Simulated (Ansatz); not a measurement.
# Calculated coordination and ⁷⁹Br quadrupole coupling for RbCaBr₃

Cell: a computed structure from the Materials Project (it need not be an observed phase), taken as it stands.

Space group Pnma (No. 62); a = 9.6926, b = 4.3779, c = 16.0947 Å.

| site | Wyckoff | site symmetry | x | y | z |
| --- | --- | --- | --- | --- | --- |
| Rb | 4c | .m. | 0.0705 | 0.2500 | 0.1782 |
| Ca | 4c | .m. | 0.1696 | 0.7500 | 0.4445 |
| Br9 | 4c | .m. | 0.3348 | 0.2500 | 0.5096 |
| Br13 | 4c | .m. | 0.0194 | 0.7500 | 0.6030 |
| Br17 | 4c | .m. | 0.2925 | 0.7500 | 0.2864 |

One atom of each set is listed.

Method: Kohn–Sham DFT in Ansatz, PBE, plane waves and PAW, scalar-relativistic, 420 eV cutoff, Γ-centred 3×6×2 k-points, Fermi–Dirac smearing 0.02 eV.

Q(⁷⁹Br) = 308.7 mb.

Q: Rank these Br sites by |C_Q|, smallest first.
A. Br13: 3 Ca at 2.94–2.96 Å
B. Br17: 1 Ca at 2.81 Å
C. Br9: 2 Ca at 2.91 Å, angle 98°

A: A (16.7 MHz, η = 0.13), B (33.8 MHz, η = 0.26), C (56.9 MHz, η = 0.56).

Like point charges on the first shell alone (each adding as 1/d³) would give another order (Br13 < Br9 < Br17): the covalent part of each bond and the atoms beyond the first shell count as well.
